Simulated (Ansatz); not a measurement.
According to plane-wave PAW PBEsol (Ansatz code), Ga in the diamond structure (Fd-3m) relaxes to a = 5.758 Å. Ga has 4 nearest neighbours from 2.49 Å (tetrahedral).

Electronic character: metallic (no gap). Gap from PBEsol with spin–orbit coupling: none (metallic).

An equation-of-state fit gives a bulk modulus of 44.3 GPa. The relaxed-ion elastic constants in GPa are C11 = 30.1, C12 = 50.1, C44 = -24.2. The highest mode at Γ lies at 180 cm^-1.

The start of the workflow was typed in or built on a structure type; neither database checked (COD, Materials Project) lists it. It is not the phase usual at ambient conditions (space group No. 64). The PBEsol relaxation kept the symmetry of its start. At this level the phase is mechanically unstable. The volume moved by -22 % from the start of the relaxation. As this level gives no gap, shear constants depend on the k-mesh and smearing (Fermi–Dirac, 0.1 eV here). As this level gives no gap, phonon frequencies hold no LO–TO term and depend on the k-mesh and smearing (Fermi–Dirac, 0.1 eV here). Spin–orbit coupling is left out wherever it is not named.

Potentials: the later of the program's two PAW sets.
